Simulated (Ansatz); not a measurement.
## Calculated coordination and Ba-137 quadrupole coupling for CsBa₂Zn₂F₉

Cell: a computed structure from the Materials Project (it need not be an observed phase), taken as it stands.

Space group R3m:H (No. 160); a = 6.0033, c = 21.5038 Å, γ = 120.00°.

```csv
site,Wyckoff,site symmetry,x,y,z
Cs,3a,3m,0.0000,0.0000,0.2146
Ba2,3a,3m,0.0000,0.0000,0.9993
Ba3,3a,3m,0.0000,0.0000,0.7924
Zn4,3a,3m,0.0000,0.0000,0.3907
Zn5,3a,3m,0.0000,0.0000,0.6042
F6,9b,.m,0.8310,0.1690,0.4343
F9,9b,.m,0.1722,0.8278,0.5624
F12,9b,.m,0.3187,0.1593,0.6696
```

One atom of each set is listed; the run and its k-mesh use a cell of 14 atoms with edges of 7.96, 7.96, 7.96 Å.

All values are calculated (Ansatz; DFT, PBE, plane waves and PAW, with spin–orbit coupling, 420 eV cutoff, Γ-centred 5×5×5 k-points, Fermi–Dirac smearing 0.02 eV), not measured.

Q(Ba-137) = 236.0 mb.

(1) Rank these Ba sites by |C_Q|, smallest first.
A. Ba2: 12 F at 2.78–3.00 Å
B. Ba3: 12 F at 2.78–3.12 Å

## Answers

(1) B (22.3 MHz, η = 0.00), A (58.7 MHz, η = 0.00).

An axis of threefold or higher order runs through Ba3 and Ba2, so V_zz lies along it and η is zero. Like point charges on the first shell alone (each adding as 1/d³) would put Ba3 above Ba2: the covalent part of each bond and the atoms beyond the first shell count as well.
